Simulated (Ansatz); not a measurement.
C12H4CuO4:
```yaml
crystal:
  lattice:
    - [15.64361, 10.83299, 0.00000]
    - [-15.64361, 10.83299, 0.00000]
    - [-0.19165, 0.00000, 3.79361]
  atoms:
    - { symbol: C, position: [0.73788, 0.32875, 0.13900] }
    - { symbol: C, position: [0.60251, 0.26355, 0.95866] }
    - { symbol: C, position: [0.66898, 0.39805, 0.76841] }
    - { symbol: C, position: [0.26212, 0.67125, 0.86100] }
    - { symbol: C, position: [0.39749, 0.73645, 0.04134] }
    - { symbol: C, position: [0.33102, 0.60195, 0.23159] }
    - { symbol: C, position: [0.39805, 0.66898, 0.23159] }
    - { symbol: C, position: [0.32875, 0.73788, 0.86100] }
    - { symbol: C, position: [0.26355, 0.60251, 0.04134] }
    - { symbol: C, position: [0.60195, 0.33102, 0.76841] }
    - { symbol: C, position: [0.67125, 0.26212, 0.13900] }
    - { symbol: C, position: [0.73645, 0.39749, 0.95866] }
    - { symbol: C, position: [0.80327, 0.32920, 0.32399] }
    - { symbol: C, position: [0.53774, 0.19960, 0.97406] }
    - { symbol: C, position: [0.66755, 0.46251, 0.58280] }
    - { symbol: C, position: [0.19673, 0.67080, 0.67601] }
    - { symbol: C, position: [0.46226, 0.80040, 0.02594] }
    - { symbol: C, position: [0.33245, 0.53749, 0.41720] }
    - { symbol: C, position: [0.46251, 0.66755, 0.41720] }
    - { symbol: C, position: [0.32920, 0.80327, 0.67601] }
    - { symbol: C, position: [0.19960, 0.53774, 0.02594] }
    - { symbol: C, position: [0.53749, 0.33245, 0.58280] }
    - { symbol: C, position: [0.67080, 0.19673, 0.32399] }
    - { symbol: C, position: [0.80040, 0.46226, 0.97406] }
    - { symbol: H, position: [0.80646, 0.27943, 0.46396] }
    - { symbol: H, position: [0.48519, 0.19821, 0.84537] }
    - { symbol: H, position: [0.71640, 0.51384, 0.57532] }
    - { symbol: H, position: [0.19354, 0.72057, 0.53604] }
    - { symbol: H, position: [0.51481, 0.80179, 0.15463] }
    - { symbol: H, position: [0.28360, 0.48616, 0.42468] }
    - { symbol: H, position: [0.51384, 0.71640, 0.42468] }
    - { symbol: H, position: [0.27943, 0.80646, 0.53604] }
    - { symbol: H, position: [0.19821, 0.48519, 0.15463] }
    - { symbol: H, position: [0.48616, 0.28360, 0.57532] }
    - { symbol: H, position: [0.72057, 0.19354, 0.46396] }
    - { symbol: H, position: [0.80179, 0.51481, 0.84537] }
    - { symbol: C, position: [0.86672, 0.39449, 0.34928] }
    - { symbol: C, position: [0.53694, 0.13428, 0.16279] }
    - { symbol: C, position: [0.60311, 0.46420, 0.39456] }
    - { symbol: C, position: [0.13328, 0.60551, 0.65072] }
    - { symbol: C, position: [0.46306, 0.86572, 0.83721] }
    - { symbol: C, position: [0.39689, 0.53580, 0.60544] }
    - { symbol: C, position: [0.46420, 0.60311, 0.60544] }
    - { symbol: C, position: [0.39449, 0.86672, 0.65072] }
    - { symbol: C, position: [0.13428, 0.53694, 0.83721] }
    - { symbol: C, position: [0.53580, 0.39689, 0.39456] }
    - { symbol: C, position: [0.60551, 0.13328, 0.34928] }
    - { symbol: C, position: [0.86572, 0.46306, 0.16279] }
    - { symbol: O, position: [0.92668, 0.39919, 0.53361], spin: 0.1 }
    - { symbol: O, position: [0.47869, 0.07369, 0.18274], spin: 0.1 }
    - { symbol: O, position: [0.59960, 0.52187, 0.21288], spin: 0.1 }
    - { symbol: O, position: [0.07332, 0.60081, 0.46639], spin: 0.1 }
    - { symbol: O, position: [0.52131, 0.92631, 0.81726], spin: 0.1 }
    - { symbol: O, position: [0.40040, 0.47813, 0.78712], spin: 0.1 }
    - { symbol: O, position: [0.52187, 0.59960, 0.78712], spin: 0.1 }
    - { symbol: O, position: [0.39919, 0.92668, 0.46639], spin: 0.1 }
    - { symbol: O, position: [0.07369, 0.47869, 0.81726], spin: 0.1 }
    - { symbol: O, position: [0.47813, 0.40040, 0.21288], spin: 0.1 }
    - { symbol: O, position: [0.60081, 0.07332, 0.53361], spin: 0.1 }
    - { symbol: O, position: [0.92631, 0.52131, 0.18274], spin: 0.1 }
    - { symbol: Cu, position: [0.00000, 0.50000, 0.50000], spin: 0.5 }
    - { symbol: Cu, position: [0.50000, 0.00000, 0.50000], spin: 0.5 }
    - { symbol: Cu, position: [0.50000, 0.50000, 0.00000], spin: 0.5 }
```

Relaxed with PBE+D3(BJ). Special points in fractions of this cell's reciprocal vectors: Γ (0.000, 0.000, 0.000); C (0.370, 0.370, 0.000); C2 (-0.370, 0.630, 0.000); Y2 (-0.500, 0.500, 0.000); M2 (-0.500, 0.500, 0.500); D (-0.320, 0.680, 0.500); D2 (0.320, 0.320, 0.500); A (0.000, 0.000, 0.500); L2 (0.000, 0.500, 0.500); V2 (0.000, 0.500, 0.000).

Q: List the band energies nearest the Fermi level at these points for PBE+D3(BJ) in the plane-wave PAW code Ansatz.

A: In eV from the Fermi level; about four levels below and three above (degenerate sets whole), none deeper than 8.9 eV; points with the same levels are listed once.

```
k                       below                above
----  -----------------------  -------------------
Γ ↑   -0.60 -0.56 -0.50 -0.21       0.12 0.26 2.44
C ↑   -0.67 -0.56 -0.37 -0.28       0.15 0.24 2.44
Y2 ↑  -0.66 -0.56 -0.34 -0.29       0.13 0.26 2.44
M2 ↑  -0.69 -0.56 -0.35 -0.01       0.27 0.43 0.67
D ↑   -0.69 -0.68 -0.56 -0.43       0.09 0.18 0.47
A ↑   -0.59 -0.56 -0.54 -0.01       0.27 0.52 0.61
L2 ↑  -0.70 -0.65 -0.56 -0.48       0.13 0.14 0.49
V2 ↑  -0.67 -0.56 -0.43 -0.26  0.20 0.20 2.45 2.45
Γ ↓   -0.87 -0.50 -0.45 -0.11  0.17 0.31 0.53 0.54
C ↓   -0.72 -0.71 -0.29 -0.19  0.20 0.29 0.53 0.53
Y2 ↓  -0.76 -0.71 -0.25 -0.20       0.17 0.31 0.53
M2 ↓  -1.07 -0.83 -0.75 -0.25       0.04 0.33 0.47
D ↓   -0.98 -0.89 -0.66 -0.35       0.15 0.24 0.49
A ↓   -1.05 -0.85 -0.51 -0.47       0.04 0.33 0.51
L2 ↓  -0.95 -0.92 -0.61 -0.40       0.19 0.21 0.50
V2 ↓  -0.77 -0.62 -0.36 -0.16  0.25 0.26 0.53 0.53
```

Space group C2/m. The cell is a constructed one: a structure type filled with these elements; neither database checked (COD, Materials Project) lists it. Whether it is the stable phase at ambient conditions was not checked. The cell was relaxed with PBE+D3(BJ) under the symmetry of its start; whether a distortion lowers the energy is not shown. The final state is ferromagnetic, the only order run, not a proven ground state. No Hubbard U is applied. The compound may be a true metal, but semilocal functionals without U, or a wrong spin order, can also close a gap.

Potentials: the later of the program's two PAW sets.
